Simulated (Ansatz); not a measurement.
The start is a randomly generated symmetric cell of Mo (space group No. 15). The cell and all atomic positions are relaxed at zero pressure with PBE (plane waves to 420 eV, PAW, scalar-relativistic; Ansatz, a quantum-chemistry and plane-wave program). The first steps use a coarse 10×10×11 k-mesh.

Initial structure:
```
Mo
1.0
    2.25642    -2.52199     0.00000
    2.25642     2.52199     0.00000
   -0.75179     0.00000     3.05155
Mo
2
Direct
  0.30410   0.69590   0.75000
  0.69590   0.30410   0.25000
```

Question: What is the largest force in the starting geometry, and on which atom (counted from 1)?

Answer: 1.42 eV/Å, on Mo1, Mo2 (atoms numbered as listed).

Question: What symmetry does the relaxed structure have?

Answer: The space group goes from C2/c (No. 15) to Im-3m (No. 229); the end is bcc (W type), with 1 atom in the primitive cell.

Question: By how much does the energy per atom fall from start to end?

Answer: 0.67 eV/atom.

Question: How does the volume change?

Answer: -9.1 %, from 17.37 to 15.79 Å³/atom.

Question: Is the relaxed structure metallic? Give its gap.

Answer: Zero (metallic).

Final values are on a 21×21×21 k-mesh of the relaxed cell. No spin polarisation in the result.

The run could not lose the symmetry of its start.
